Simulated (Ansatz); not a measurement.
CaZrN₂:
```cif
data_Ca3N6Zr3
_chemical_formula_sum 'Ca3 Zr3 N6'
_space_group_name_H-M_alt 'R-3m :H'
_space_group_IT_number 166
_space_group_name_Hall '-R 3 2"'
_cell_length_a 3.31009
_cell_length_b 3.31009
_cell_length_c 16.78951
_cell_angle_alpha 90.000
_cell_angle_beta 90.000
_cell_angle_gamma 120.000
loop_
_atom_site_label
_atom_site_type_symbol
_atom_site_symmetry_multiplicity
_atom_site_Wyckoff_symbol
_atom_site_fract_x
_atom_site_fract_y
_atom_site_fract_z
_atom_site_occupancy
Ca1 Ca 3 a 0.00000 0.00000 0.00000 1
Zr1 Zr 3 b 0.00000 0.00000 0.50000 1
N1 N 6 c 0.00000 0.00000 0.23827 1
```
(The calculation used a cell of 4 atoms; values per cell refer to that cell.)

Relaxed with r²SCAN. The program Ansatz at the r²SCAN level (PAW) gives a gap of 0.83 eV.

Problem. What gap does HSE06 give on the same cell (Ansatz, PAW)?

Solution. 1.40 eV, 0.57 eV more. The hybrid was solved on a coarser mesh and at special points; its gap is the smallest among all of these.

Cost on shared cores: the r²SCAN run (SCF on a 10×10×10 mesh, then bands and DOS) very roughly 80 core-seconds, the HSE06 run (SCF on 7×7×7, then a few points) about 3 core-minutes (a rough figure); the tasks are unlike.

The first step of the workflow began from a Materials Project structure, measured or hypothetical; the Crystallography Open Database copy checked does not list it. Whether it is the stable phase at ambient conditions was not checked. The r²SCAN relaxation kept the symmetry of its start; whether a distortion lowers the energy is not shown. The run is not spin-polarised. Scalar-relativistic: spin–orbit coupling is off unless named, which matters more the heavier the elements.

Potentials: the later of the program's two PAW sets.
